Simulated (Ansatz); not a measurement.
Ga:
```xyz
2
Lattice="2.9258 0.0000 0.0000 -1.4629 2.5338 0.0000 0.0000 0.0000 4.8435" Properties=species:S:1:pos:R:3 pbc="T T T"
Ga     0.0000     1.6892     3.6327
Ga     1.4629     0.8446     1.2109
```

Relaxed with r²SCAN.

**Question.** Map the valence electron density (e/Å³), cut off at 3 on the plane through (0.333, 0.667, 0.750) spanned by u = [1, 1, 0] and v = [1, -1, 0] in lattice vectors, from r²SCAN in the plane-wave PAW code Ansatz.

**Answer.** x is the fraction of u, y of v (the angle between them is 90°; rows are the nearest grid lines); atoms in the plane: Ga at (0.00, 0.00), Ga at (0.50, 0.50).
```
|@@@@:       :@@@@|
|@@@#:       :#@@@|
|@@@-.       .-@@@|
|*+-.         .-+*|
|...           ...|
|                 |
|                 |
|        .        |
|     ..:-:..     |
|    .:+@@@+:.    |
|    .+@@@@@+.    |
|    :@@@@@@@:    |
|    :@@@@@@@:    |
|    .+@@@@@+.    |
|    .:+@@@+:.    |
|     ..:-:..     |
|                 |
|                 |
|                 |
|...           ...|
|*+-.         .-+*|
|@@@-.       .-@@@|
|@@@#:       :#@@@|
|@@@@:       :@@@@|
```
Scale: ten equal steps from 0.144 (start of ' ') to 3.00 (end of '@'), in the order ' .:-=+*#%@'; x runs from 0.000 to 1.00, y from 0.000 (bottom) to 1.00 (top).

The density is the valence pseudo-density with augmentation charge, so density and ELF within about 1 Å of a nucleus are not all-electron values.

Space group P6_3/mmc (hcp (Mg type)). The start of the workflow was typed in or built on a structure type; neither database checked (COD, Materials Project) lists it. It is not the phase usual at ambient conditions (space group No. 64). The cell was relaxed with r²SCAN under the symmetry of its start. At this level the phase is mechanically unstable.

Potentials: the earlier of the program's two PAW sets.
